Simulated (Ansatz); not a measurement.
Re2C: pressure against volume

Re2C, P6_3/mmc, a = 2.835 Å, c = 9.821 Å. The structure is a Materials Project entry; whether it is the stable form wasn't checked. Ansatz: PBEsol, PAW, 420 eV, Γ-centred 12×12×4 mesh on 6 atoms, Gaussian smearing 0.10 eV; no spin polarisation. Shape and atoms are relaxed at each volume; pressure is positive in compression.

| V (Å³/atom) | P (GPa) |
| --- | --- |
| 10.025 | ? |
| 10.366 | 49.56 |
| 10.708 | 30.27 |
| 11.050 | 13.88 |
| 11.392 | -0.02 |
| 11.733 | -11.82 |
| 12.075 | -21.81 |
| 12.531 | -32.77 |

Q: Take V0 = 11.392 Å³/atom, count pressures from its P0 = -0.02 GPa, fit the third-order Birch–Murnaghan form to the other rows, and predict the missing pressure.

A: With the Eulerian strain f = ½[(V0/V)^(2/3) − 1] and y = (P − P0)/[3f(1 + 2f)^(5/2)], the form is the line y = B0 + 1.5 B0 (B0′ − 4) f. Rows (f, y): 0.03247, 434.9; 0.02107, 432.2; 0.01026, 429.2; -0.00974, 424.2; -0.01904, 420.4; -0.03078, 415.7. Means f = 0.0007067, y = 426.10; Σ(Δf)² = 0.003005, ΣΔfΔy = 0.8932; the slope is their ratio. y = 425.9 + 297.2 f GPa, so B0 = 425.9 GPa and B0′ = 4 + 2 × (297.2)/(3 × 425.9) = 4.47. At V = 10.025, f = 0.04448, y = 439.12 and P = 72.49 GPa. The run gave 72.31 GPa, so the fit is 0.18 GPa too high, a small miss on the scale of the series.

Spin–orbit coupling is left out, which can shift energies with elements as heavy as these.